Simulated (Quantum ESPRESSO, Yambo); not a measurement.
At a photon energy of 7.50 eV, RPA with local fields on PBEsol bands shifted by a G0W0 scissor of 1.97 eV (Quantum ESPRESSO and Yambo; 4×4×4 mesh, 112 bands, 3 Ry local-field block, 0.2 eV broadening) gives ε = 3.32 + 2.28i for Sr2MgWO6 (space group I4/m, No. 87), field along x. Axes are Cartesian, with cell vectors (Å) (-2.79, 2.79, 3.99), (2.79, -2.79, 3.99), (2.79, 2.79, -3.99).

Problem. Work out n, κ, the normal-incidence reflectivity, the absorption coefficient and the penetration depth.

Solution. 
|ε| = 4.03; n = √((|ε| + ε1)/2) = 1.92, κ = √((|ε| − ε1)/2) = 0.59. R = ((n − 1)² + κ²)/((n + 1)² + κ²) = 0.13. α = 2Eκ/(ħc) with ħc = 197.327 eV nm: 0.0452 per nm = 4.5 × 10⁵ per cm, a 1/e depth of 22 nm. The computed direct gap is 5.01 eV, and the energy scale of the real crystal may differ from it. Excitonic effects are left out, and values at one energy depend on mesh and broadening. The scissor comes from a G0W0 run whose convergence isn't established. Convergence of the RPA response with its 4×4×4 mesh was not tested.

Spin-orbit coupling is not included.

Geometry of the Materials Project entry, not relaxed at this level; primitive cell a = b = c = 5.610 Å, α = β = 120.38°, γ = 89.34°.

The structure is a Materials Project entry; no match was found in the copy of COD used, and its stability was not checked.
